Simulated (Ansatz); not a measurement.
GaAs:
Space group P4/mmm (No. 123); a = b = 2.6425 Å, c = 5.3563 Å, α = β = γ = 90.00°

```csv
atom,site,symmetry,x,y,z
Ga,1b,4/mmm,0.0000,0.0000,0.5000
As,1a,4/mmm,0.0000,0.0000,0.0000
```

Relaxed at zero pressure with the program Ansatz at the LDA level (PAW).

**Question.** The volume is raised by 3 % and shape and atoms relax at that volume. What pressure results, and how do the axes share the change?

**Answer.** -2.2 GPa; a 0.9 %, b 0.9 %, c 1.2 %; the energy rises by 4 meV/atom.

**Question.** Give the new structure.

**Answer.** 
Space group P4/mmm (No. 123); a = 2.6664 Å, b = 2.6664 Å, c = 5.4186 Å, α = 90.00°, β = 90.00°, γ = 90.00°

```tsv
atom	site	symmetry	x	y	z
Ga	1b	4/mmm	0.0000	0.0000	0.5000
As	1a	4/mmm	0.0000	0.0000	0.0000
```

The phase is kept; no other phase was compared at this pressure.

The first step of the workflow began from a Materials Project structure, measured or hypothetical; the Crystallography Open Database copy checked does not list it. It is not the phase usual at ambient conditions (space group No. 216). Symmetry was held in the LDA relaxation; of distortions, only those at the zone centre were tested.

Potentials: the later of the program's two PAW sets.
